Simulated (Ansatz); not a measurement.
ScSiO in space group P4/nmm (No. 129; Sc on 2c, Si on 2a, O on 2c), DFT-r²SCAN in the program Ansatz with PAW potentials, all energies at zero smearing, with the estimated change up to a 700 eV cutoff added, with one set of potentials and settings (totals compare only within such a set). Cell of 6 atoms (2 Sc, 2 Si, 2 O): -6703.428 eV.

| element | reference phase | E (eV/atom) |
|---|---|---|
| Sc | P6_3/mmc, 2 atoms in the cell | -2140.5631 |
| Si | Fd-3m, 2 atoms in the cell | -639.0665 |
| O | C2/m, 4 atoms in the cell, spin-polarised | -566.0346 |

Formation energy per atom, worked out: (-6703.428 − 2×(-2140.5631) − 2×(-639.0665) − 2×(-566.0346))/6 = -2.017 eV/atom (-195 kJ per mol of atoms), at 0 K, without zero-point energy or fitted corrections.

The start of the workflow was typed in or built on a structure type; neither database checked (COD, Materials Project) lists it. Its standing as an ambient phase is unchecked. The r²SCAN relaxation kept the symmetry of its start; its stability against distortions is not shown here. No spin polarisation was allowed. The references are the lowest solids computed at this level, not always the standard phases (solids in place of the gases).

Potentials: the earlier of the program's two PAW sets.
